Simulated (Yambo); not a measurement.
Excitons in NaBH4

```
NaBH4
1.0
    4.27632     0.00000     0.00000
    0.00000     4.27632     0.00000
    0.00000     0.00000     5.79883
H B Na
8 2 2
Direct
  0.99142   0.23321   0.37928
  0.23321   0.00858   0.62072
  0.00858   0.76679   0.37928
  0.76679   0.99142   0.62072
  0.49142   0.26679   0.12072
  0.73321   0.49142   0.87928
  0.50858   0.73321   0.12072
  0.26679   0.50858   0.87928
  0.50000   0.50000   0.00000
  0.00000   0.00000   0.50000
  0.50000   0.50000   0.50000
  0.00000   0.00000   0.00000
```

The geometry is that of Materials Project entry mp-38725, symmetrised and not relaxed again.

BSE in Yambo on PBEsol (Quantum ESPRESSO, PseudoDojo norm-conserving, 88 Ry, without SOC) bands: 6×6×6 mesh, 6 valence and 6 conduction bands, static screening with 54 bands and a 3 Ry block, scissor 2.95 eV, Tamm-Dancoff; field along x.

```csv
state,energy (eV),states within 2 meV,relative strength,class,main transitions
1,8.02,2,< 0.01,weak,several band pairs
2,8.24,2,1.00,strong,several band pairs
3,8.38,1,< 0.01,dark,several band pairs
4,8.48,2,0.73,strong,several band pairs
5,8.57,1,< 0.01,dark,several band pairs
6,8.57,2,0.56,strong,several band pairs
7,8.58,2,< 0.01,weak,several band pairs
8,8.60,1,< 0.01,dark,several band pairs
9,8.65,1,< 0.01,dark,several band pairs
10,8.67,2,0.01,weak,several band pairs
```

These are vertical excitations (zero momentum); the indirect quasiparticle gap, about 9.07 eV, is smaller than the direct one (9.19 eV on the GW mesh). The direct quasiparticle gap on this mesh is 9.10 eV; counted from there, state 1 is bound by 1.08 eV. On a 4×4×2 mesh the same difference is 1.29 eV, so it isn't converged.

Spin singlets only. Strengths are relative to the strongest of the lowest states of this run; strong means a line over 3 % of the spectrum's maximum, dark under 0.03 %. Absolute energies carry the error of the G0W0 scissor, whose convergence isn't established; the long-wavelength screening was taken along (1,1,1) although the crystal is anisotropic.

The structure is a Materials Project entry; no match was found in the copy of COD used, and its stability was not checked.
